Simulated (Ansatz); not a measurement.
Values for one crystal, relaxed and computed with PBE in the plane-wave PAW code Ansatz; other levels are named.

```yaml
volume_per_atom: 10.76 Å³
electronic_character: metallic (no gap)
Pressure derivative B′: 4.3
Formation energy from the elements (no fitted shifts): -0.35 eV/atom
Bulk modulus (Birch–Murnaghan fit): 254 GPa
Density of states at the Fermi level: 0.28 states/eV per atom (mean over ±0.08 eV)
```

Question: Pick the material that matches.
(A) SiB2Mo2, Cmmm (Si on 2a, Mo on 4j, B on 4i)
(B) Si2Ni, I4/mcm (Si on 8h, Ni on 4a)
(C) TaSi2, I4/mcm (Si on 8h, Ta on 4a)
(D) LiC6, Cmmm (C on 4i, C on 4i, C on 4i, Li on 2c)

Answer: A, SiB2Mo2, Cmmm (Si on 2a, Mo on 4j, B on 4i)

The start of the workflow was typed in or built on a structure type; neither database checked (COD, Materials Project) lists it. Its standing as an ambient phase is unchecked. The cell was relaxed with PBE under the symmetry of its start; whether a distortion lowers the energy is not shown. No spin polarisation was allowed. The references are the lowest solids computed at this level, not always the standard phases. Scalar-relativistic: spin–orbit coupling is off unless named, which matters more the heavier the elements.

Potentials: the later of the program's two PAW sets.
